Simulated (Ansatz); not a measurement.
ZnSe (zinc blende, F-43m), the program Ansatz at the LDA level (PAW): ε∞ = 7.51, cell volume 43.14 Å³. Infrared-active transverse modes:

```tsv
ω_TO (cm⁻¹)	oscillator strength S_xx (e²/amu)
217.8	0.1083
```

### Question
Compute the static dielectric constant.

### Answer
Each mode adds (4.921e7/V) S/ω²: 2.61. So ε0 = 10.1.

### Question
What LO frequency does the Lyddane–Sachs–Teller relation give?

### Answer
ω_LO = ω_TO √(ε0/ε∞) = 253 cm⁻¹.

Symmetry was held in the LDA relaxation. Spin–orbit coupling is left out wherever it is not named.

Potentials: the earlier of the program's two PAW sets. The files were generated under PBE; for other functionals the program regenerates the frozen cores, and for LDA and PBEsol the local potential too.
